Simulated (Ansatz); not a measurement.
BeS:
```xyz
4
Lattice="2.8346 1.6462 0.0000 -2.8346 1.6462 0.0000 -1.9061 0.0000 5.3498" Properties=species:S:1:pos:R:3 pbc="T T T"
Be     1.4173     0.8231     0.0000
Be    -2.3704     0.8231     2.6749
S     -0.4765     0.9363     1.3375
S     -1.4296     2.3562     4.0124
```

Relaxed with PBE. Special points in fractions of this cell's reciprocal vectors: Γ (0.000, 0.000, 0.000); C (0.345, 0.345, 0.000); C2 (-0.345, 0.655, 0.000); Y2 (-0.500, 0.500, 0.000); M2 (-0.500, 0.500, 0.500); D (-0.313, 0.687, 0.500); D2 (0.313, 0.313, 0.500); A (0.000, 0.000, 0.500); L2 (0.000, 0.500, 0.500); V2 (0.000, 0.500, 0.000).

List the band energies nearest the valence-band maximum at these points for PBE in the plane-wave PAW code Ansatz.

In eV from the valence-band maximum; about four levels below and three above (degenerate sets whole), none deeper than 8.9 eV; points with the same levels are listed once.

```json
[
 {"k": "Γ", "below": "-0.54 -0.46 -0.44 -0.29", "above": "4.00 4.04 4.05"},
 {"k": "C", "below": "-5.55 -4.24 -2.86 -1.87", "above": "2.60 4.34 4.83"},
 {"k": "Y2", "below": "-3.22 -3.19 -0.79 -0.52", "above": "1.09 3.79 3.93"},
 {"k": "M2", "below": "-3.71 -3.71 -2.24 -2.24", "above": "2.49 2.49 6.55 6.55"},
 {"k": "D", "below": "-4.67 -4.67 -2.36 -2.36", "above": "3.00 3.00 6.51 6.51"},
 {"k": "A", "below": "-0.81 -0.81 -0.23 -0.23", "above": "4.94 4.94 5.59 5.59"},
 {"k": "L2", "below": "-3.24 -3.17 -0.80 -0.56", "above": "1.25 3.88 3.93"},
 {"k": "V2", "below": "-4.07 -3.25 -2.24 -2.17", "above": "2.43 2.64 6.53"}
]
```

Space group C2/c. A made-up cell: these elements were put on the sites of a structure type; neither database checked (COD, Materials Project) lists it. COD files the formula under space group No. 216, so this cell is another polymorph or a model. Its standing as an ambient phase is unchecked. Symmetry was held in the PBE relaxation; its stability against distortions is not shown here.

Potentials: the later of the program's two PAW sets.
